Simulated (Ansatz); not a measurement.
NbSi2 in space group P6/mmm (No. 191; Nb on 1a, Si on 2d) at seven volumes, DFT-PBE in the program Ansatz with PAW potentials, shape and atoms relaxed at each. One row is withheld.

```csv
V (Å³/atom),P (GPa)
13.513,17.61
13.958,10.67
14.404,4.89
14.849,0.00
15.295,-4.17
15.740,-7.70
16.186,?
```

**Question.** Fit the shown pressures and predict the withheld one.

**Answer.** P = (3/2)B₀(x^(7/2) − x^(5/2))[1 + (3/4)(B′ − 4)(x − 1)] with x = (V₀/V)^(2/3). Least squares on the six rows gives V₀ = 14.847 Å³/atom, B₀ = 150 GPa, B′ = 4.59. At V = 16.186, x = 0.9441 and P = -10.63 GPa. The run itself gave -10.65 GPa.

The cell is a constructed one: a structure type filled with these elements; neither database checked (COD, Materials Project) lists it. COD files the formula under space group No. 180, 181, so this cell is another polymorph or a model. Its standing as an ambient phase is unchecked. The PBE relaxation kept the symmetry of its start; whether a distortion lowers the energy is not shown. The run is not spin-polarised.

Potentials: the later of the program's two PAW sets.
